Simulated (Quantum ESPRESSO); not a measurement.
Kohn-Sham bands of RbH (rock salt)

```xyz
2
Lattice="0.0000 3.0041 3.0041 3.0041 0.0000 3.0041 3.0041 3.0041 0.0000" Properties=species:S:1:pos:R:3 pbc="T T T"
Rb     3.0041     3.0041     3.0041
H      0.0000     0.0000     0.0000
```

Cell from Materials Project (mp-24721), symmetrised, no further relaxation. COD (Crystallography Open Database) has an entry of this formula and space group (matched by these alone). Method: PBEsol plane waves in Quantum ESPRESSO 7.5 (PseudoDojo norm-conserving files, 58 Ry, no spin polarisation, no spin-orbit coupling), Bloch states on a 10×10×10 mesh through Γ, Wannier90 4.0.1. Density: 10×10×10 mesh, cold smearing 0.01 Ry.

Energies are relative to the valence-band maximum; weights are on the orthonormalised atomic waves of the pseudopotential files, averaged over the group. 10 electrons a cell are treated as valence.

```
bands  from (eV)  to (eV)  filling  weight on atomic waves
-----  ---------  -------  -------  ----------------------
1         -26.12   -26.06   filled                       ?
2–4       -10.54   -10.01   filled                       ?
5          -1.95     0.00   filled                       ?
```

**Question.** Which atomic shells make up each group?

**Answer.** 
- 1, weight on atomic waves: Rb 4s 98 %
- 2–4, weight on atomic waves: Rb 4p 99 %
- 5, weight on atomic waves: H 1s 78 %, Rb 5s 17 %

The Kohn-Sham gap over both meshes and the path is 2.72 eV.
